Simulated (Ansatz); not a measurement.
The cell of MnZnC4N4 is invented: two interpenetrating cyanide-bridged diamond nets (P-43m, No. 215). The dimensions are guesses.

Space group P-43m (No. 215). a = 5.907 Å, b = 5.907 Å, c = 5.907 Å, α = 90.00°, β = 90.00°, γ = 90.00°
| atom | site | symmetry | x | y | z |
| --- | --- | --- | --- | --- | --- |
| Mn | 1a | -43m | 0.0000 | 0.0000 | 0.0000 |
| Zn | 1b | -43m | 0.5000 | 0.5000 | 0.5000 |
| C | 4e | .3m | 0.1894 | 0.1894 | 0.1894 |
| N | 4e | .3m | 0.3038 | 0.3038 | 0.3038 |

These are results of Ansatz, DFT PBE, scalar-relativistic, plane waves, PAW, not measurements. Cutoff 420 eV, Gaussian smearing, Γ-centred meshes. Cell and atoms relax first on a coarse mesh and then on a converged one. In between, the cell is made exact in the group found at 0.06 Å. The steps can't lower the symmetry of their start. Collinear spin, starting moments Mn 4.0 μB.

A guess keeps its type if space group and coordination stay and the shape of the cell changes little (axis ratios within about 15 %, angles within 6°); the volume may change.

**Question.** Will the relaxed cell still be of the starting type?

**Answer.** It keeps its type. The symmetry stays P-43m (No. 215). The volume per atom grows by 5.9 %, from 20.6 to 21.8 Å³. The shortest distance stays 1.17 Å (C–N). Counting neighbours within 15 % of an atom's shortest distance, the start has C 1, Mn 4, N 1, Zn 4 and the end C 1, Mn 4, N 1, Zn 4.

The zero of energy is the elements' standard structures at the same level (N₂ as a molecule); no fitted shifts are applied.

**Question.** At what energy does it end?

**Answer.** +0.281 eV/atom. It can't be a ground state, since the elements alone are lower.

The last run used collinear spin, a 6×6×6 mesh for its 10-atom cell and Gaussian smearing of 0.02 eV. The reference form of C is held partly by dispersion forces, which this level lacks. Another magnetic order may lie lower. A structure relaxed within its symmetry needn't be a true minimum.
